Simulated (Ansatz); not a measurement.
## Field gradients at the nuclei in CO₂

The cell is a COD entry, its atoms then relaxed with PBE in this cell.

```
C O
1.0
     5.62400    0.00000    0.00000
     0.00000    5.62400    0.00000
     0.00000    0.00000    5.62400
C O
4 8
Direct
  0.00000 0.00000 0.00000
  0.50000 0.00000 0.50000
  0.50000 0.50000 0.00000
  0.00000 0.50000 0.50000
  0.11995 0.11995 0.11995
  0.38005 0.88005 0.61995
  0.61995 0.38005 0.88005
  0.88005 0.61995 0.38005
  0.88005 0.88005 0.88005
  0.61995 0.11995 0.38005
  0.38005 0.61995 0.11995
  0.11995 0.38005 0.61995
```

Atoms are numbered from 1 in the order listed; like atoms form one site, named after its first atom.

Method: Kohn–Sham DFT in Ansatz, PBE, plane waves and PAW, scalar-relativistic, 420 eV cutoff, Γ-centred 4×4×4 k-points, Fermi–Dirac smearing 0.02 eV.

V_zz is the principal component of the electric field gradient with the largest magnitude, η = (V_xx − V_yy)/V_zz and C_Q = eQV_zz/h. Directions are in the Cartesian axes of the cell vectors above, for the atom listed; none is given where the gradient is under 0.02 or η is above 0.95.

```
site  first atom                first shell  V_zz (10²¹ V/m²)     η  direction of V_zz (x, y, z)
   C           1  2 O at 1.17 Å, angle 180°             -2.92  0.00               0.58 0.58 0.58
   O           5              1 C at 1.17 Å              7.18  0.00               0.58 0.58 0.58
```

An axis of threefold or higher order runs through C and O, so V_zz lies along it and η is zero.
